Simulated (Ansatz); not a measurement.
One starting cell of SrO (a generated trial cell of SrO in the rocksalt structure type) was relaxed twice with Ansatz (plane waves, PAW, scalar-relativistic): with PBEsol at 420 eV and with PBE at 420 eV. The PBEsol result:

```xyz
2
Lattice="0.0000 2.5611 2.5611 2.5611 0.0000 2.5611 2.5611 2.5611 0.0000" Properties=species:S:1:pos:R:3 pbc="T T T"
O      0.0000     0.0000     0.0000
Sr     2.5611     2.5611     2.5611
```

| quantity | PBEsol | PBE |
|---|---|---|
| space group | Fm-3m | Fm-3m |
| volume (Å³/atom) | 16.80 | ? |
| a (Å) | 5.122 | ? |
| gap (eV, no spin-orbit coupling) | 3.20 | ? |

Q: What does PBE give for the same quantities?

A: 
- volume (Å³/atom), PBE: 17.52
- a (Å), PBE: 5.195
- gap (eV, no spin-orbit coupling), PBE: 3.33

Both levels end in the same structure; PBE's volume is 4.3 % larger; its gap is 0.13 eV larger. Neither column is exact.

No spin polarisation in the result.

Measured for SrO: a 5.16 Å (room temperature; as listed in Juan A. Santana et al., The Journal of Chemical Physics (2016)); gap 5.22 eV (as listed in Anna Miglio et al., npj Computational Materials (2020)). Computed minus measured — a: PBEsol -0.7 %, PBE +0.7 %; gap: PBEsol -2.02 eV, PBE -1.89 eV. The computed values are for a static lattice, and a measured gap can be an optical one, lowered by exciton binding.

The run could not lose the symmetry of its start; a randomly shaken copy of 2 atoms returns to this structure.

All atoms sit on sites fixed by symmetry, so only the cell could relax.

Ansatz is a quantum-chemistry and plane-wave program.
